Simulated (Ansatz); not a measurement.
A distorted cell of Co (hcp, Mg type):

```xyz
2
Lattice="2.4573 0.0000 0.0000 -1.2286 2.1281 0.0000 0.0000 0.0000 3.9686" Properties=species:S:1:pos:R:3 pbc="T T T"
Co     0.0000     1.4187     2.9765
Co     1.6206     0.7094     0.9922
```

All values below come from PBEsol (plane waves to 420 eV, PAW, scalar-relativistic; Ansatz, an electronic-structure program). k mesh 17×17×10 (Γ-centred), Fermi-Dirac smearing 0.05 eV. E stands for the smeared free energy. Stress and pressure are positive under compression. With partly filled bands, energies and forces of such displacements shift with the k mesh and the smearing. Co was relaxed with its symmetry unable to fall. Relaxed Co ends ferromagnetic. Other magnetic orders were not checked, so this need not be the ground state.

Predict the force on every atom, in eV/Å.


```json
[
 {"atom": "Co1", "Fx": "0.965", "Fy": "0.258", "Fz": "0.000"},
 {"atom": "Co2", "Fx": "-0.965", "Fy": "-0.258", "Fz": "0.000"}
]
```

What is the stress tensor (GPa)?


```
    0.2      8.3      0.0
    8.3      4.4      0.0
    0.0      0.0     10.1
```
The pressure, a third of the trace, is 4.9 GPa.

In it atom 2 sits (0.392, 0.000, 0.000) Å away from its relaxed site. What is its energy relative to the relaxed cell?

206 meV/cell.

(A displaced cell: forces are minus the slopes of the energy, force constants its curvatures, and phonons follow from these.)
